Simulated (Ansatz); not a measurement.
## Notes on GaCo6Si2

```
Ga Si Co
1.0
     5.10683    0.50094    0.08532
    -0.09419    4.20739    0.59186
     0.51236   -0.76019    4.93571
Ga Si Co
1 2 6
Direct
  0.90496 0.27492 0.37605
  0.32165 0.21604 0.53183
  0.58757 0.55976 0.18347
  0.88952 0.47479 0.81683
  0.69916 0.03288 0.01644
  0.04409 0.75390 0.21776
  0.68622 0.84833 0.54235
  0.30229 0.76823 0.81055
  0.26298 0.26873 0.04535
```

The numbers come from plane-wave PAW DFT (Ansatz): r2SCAN, no spin polarisation, 500 eV, 4×4×4 (shifted by 0.5, 0, 0.5 steps) k points, fermi-dirac occupations (width 0.1 eV). Nothing was relaxed.

Q: Is it stable against the elements?

A: 0.52 eV an atom against the elements' usual phases (free molecules for gases, crystals otherwise, with no correction for O₂ or N₂), so at this geometry it isn't bound against them. Relaxing would lower it.

Q: Where is the largest force?

A: The largest is on Si3: 3.23 eV/Å, components (-2.60, 1.42, -1.28). It makes 174° with the line to a nearest neighbour, Ga1 at 2.26 Å, pointing away from it.

Q: What does the stress say?

A: The pressure is -1.8 GPa (compression positive), so with the atoms held at these fractions the cell would first shrink; the forces are large, so a full relaxation may end otherwise. The principal stresses -12.3, 1.0, 6.0 GPa differ, so its shape would change too.

Q: What do density and ELF say about some of the short contacts?

A: Co–Co at 2.32 Å: least valence density 0.45 e/Å³ and ELF 0.27 there. Ga–Co at 2.33 Å: least valence density 0.45 e/Å³ and ELF 0.35 there. Ga–Si at 2.26 Å is left out, since its least density falls inside a PAW sphere. Si–Co at 2.28 Å is left out, since its least density falls inside a PAW sphere. These are pseudo-fields; inside the PAW spheres they differ from the all-electron ones.

Q: Is there a gap?

A: It is a metal, with about 15 states/eV a cell as the mean within 0.25 eV of the Fermi level, mostly Co d (91 %).

Q: How is the charge shared?

A: Bader charges in e: Ga +0.11, Co -0.24 to -0.01, Si +0.22 to +0.34. In the mean Si gives up most and Co takes most.

Origin: a disordered cell, so it need not be a known compound. Caveats: no spin polarisation, so a magnetic state may lie lower; the k mesh is coarse if the cell is a metal; atoms or cell far from equilibrium.
